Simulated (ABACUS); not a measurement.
Input and output of a self-consistent single point for CoGe (P2_13, 8 atoms in the cell; from Materials Project mp-10692, changed as shown) (ABACUS).

Method: LDA (PW92), numerical atomic orbitals SZP (confined pseudo-atomic orbitals with Gaussian additions; energy shift 0.003 Ry), PseudoDojo 0.4 standard norm-conserving LDA (tails mended) pseudopotentials run with ABACUS.

The change in words: lattice scaled by 0.98. Reference geometry (P2_13):
```xyz
8
Lattice="4.5795 0.0000 0.0000 0.0000 4.5795 0.0000 0.0000 0.0000 4.5795" Properties=species:S:1:pos:R:3 pbc="T T T"
Co     0.6266     0.6266     0.6266
Co     1.6631     3.9529     2.9163
Co     2.9163     1.6631     3.9529
Co     3.9529     2.9163     1.6631
Ge     3.8459     3.8459     3.8459
Ge     3.0233     0.7336     1.5561
Ge     1.5561     3.0233     0.7336
Ge     0.7336     1.5561     3.0233
```

Reference input (self-consistent single point, DFT, LDA (PW92), numerical atomic orbitals SZP (confined pseudo-atomic orbitals with Gaussian additions; energy shift 0.003 Ry), PseudoDojo 0.4 standard norm-conserving LDA (tails mended) pseudopotentials): basis = SZP numerical atomic orbitals, energy shift 0.003 Ry; KPT = Gamma 8 8 8 0 0 0; basis_type = lcao; dft_functional = PWLDA; ecutwfc = 100 Ry; smearing_method = fd; smearing_sigma = 0.00999582 Ry; potentials = PseudoDojo 0.4 standard norm-conserving LDA (tails mended); symmetry = 1; symmetry_prec = 1e-05; ks_solver = genelpa; scf_nmax = 100. This run's input differs from it in these lines:

```diff
@@ -33,5 +33,5 @@
 LATTICE_VECTORS
-   8.6539440959    0.0000000000    0.0000000000
-   0.0000000000    8.6539440959    0.0000000000
-   0.0000000000    0.0000000000    8.6539440959
+   8.4808659699    0.0000000000    0.0000000000
+   0.0000000000    8.4808659699    0.0000000000
+   0.0000000000    0.0000000000    8.4808659699
 
@@ -43,6 +43,6 @@
 4
-   0.6266088801    0.6266088801    0.6266088801 1 1 1
-   1.6631261199    3.9528611199    2.9163438801 1 1 1
-   2.9163438801    1.6631261199    3.9528611199 1 1 1
-   3.9528611199    2.9163438801    1.6631261199 1 1 1
+   0.6140767572    0.6140767572    0.6140767572 1 1 1
+   1.6298637428    3.8738042428    2.8580172572 1 1 1
+   2.8580172572    1.6298637428    3.8738042428 1 1 1
+   3.8738042428    2.8580172572    1.6298637428 1 1 1
 
@@ -51,6 +51,6 @@
 4
-   3.8458847007    3.8458847007    3.8458847007 1 1 1
-   3.0233202993    0.7335852993    1.5561497007 1 1 1
-   1.5561497007    3.0233202993    0.7335852993 1 1 1
-   0.7335852993    1.5561497007    3.0233202993 1 1 1
+   3.7689673426    3.7689673426    3.7689673426 1 1 1
+   2.9628541574    0.7189136574    1.5250268426 1 1 1
+   1.5250268426    2.9628541574    0.7189136574 1 1 1
+   0.7189136574    1.5250268426    2.9628541574 1 1 1
 # file: KPT
```

Log, with long lists cut:

```
 SELF-CONSISTENT
 -------------------------------------------

                  longest orb rcut (Bohr) = 8.1
   longest nonlocal projector rcut (Bohr) = 1.94
                     search radius (Bohr) = 20.1

                          real space grid = [ 54, 54, 54 ]

                                 init_chg = atomic

 LCAO ALGORITHM --------------- ION=   1  ELEC=   1--------------------------------

 Density error is 0.0497121930739
 E_KohnSham     -1935.3898424500     -26332.3297086419
 E_Fermi        1.4001684674         19.0502693160

 LCAO ALGORITHM --------------- ION=   1  ELEC=   2--------------------------------

   [... lines left out ...]

   [... 6 blocks of this kind left out ...]

 LCAO ALGORITHM --------------- ION=   1  ELEC=   9--------------------------------

 Density error is 1.62605520609e-07
 E_KohnSham     -1936.5092926082     -26347.5606094213
 E_Fermi        1.5024282988         20.4415857008

 LCAO ALGORITHM --------------- ION=   1  ELEC=  10--------------------------------

 Density error is 1.32641699528e-08
 E_KohnSham     -1936.5092926081     -26347.5606094196
 E_KS(sigma->0) -1936.5019134917     -26347.4602113909
 E_entropy(-TS) -0.0147582327        -0.2007960575
 E_Fermi        1.5024279904         20.4415815046
 charge density convergence is achieved
 final etot is -26347.560609 eV
 EFERMI = 20.441581505 eV

 STATE ENERGY(eV) AND OCCUPATIONS    NSPIN == 1
   [... 72 lines left out ...]

 TOTAL-FORCE (eV/Angstrom)
                       Co1         0.0711553221         0.0711553221         0.0711553221
                       Co2        -0.0711553221        -0.0711553221         0.0711553221
                       Co3         0.0711553221        -0.0711553221        -0.0711553221
                       Co4        -0.0711553221         0.0711553221        -0.0711553221
                       Ge1        -0.0684182869        -0.0684182869        -0.0684182869
                       Ge2         0.0684182869         0.0684182869        -0.0684182869
                       Ge3        -0.0684182869         0.0684182869         0.0684182869
   [... lines left out ...]

 TOTAL-STRESS (KBAR)
        81.7012849571        -0.0000000000        -0.0000000000
        -0.0000000000        81.7012849571        -0.0000000000
         0.0000000000         0.0000000000        81.7012849571
 TOTAL-PRESSURE: 81.701285 KBAR

 --------------------------------------------
 !FINAL_ETOT_IS -26347.5606094196191407 eV
 --------------------------------------------
```

The run converged in 10 iterations. Against the reference run the free energy rises by 5.1 meV/atom, the pressure goes from -5.09 to 8.17 GPa and the largest force goes from 0.223 to 0.123 eV/Å.

The atom-centred basis is finite, which shifts total energies, pressures and forces against plane waves. The run has no spin polarisation, so moments on Co cannot form. A single-zeta basis is rough, for pressures and forces above all. The structure comes from a collection of computed structures, made at another level of theory; the collection holds predicted forms beside known ones.

Cost on one core: roughly 2.4 core-minutes.

The atomic orbitals were generated for these runs; they are not ABACUS's published sets and were checked against plane waves on a few crystals only.

“Tails mended”: in these copies of the files the far tail of each local potential was reset to the Coulomb form.
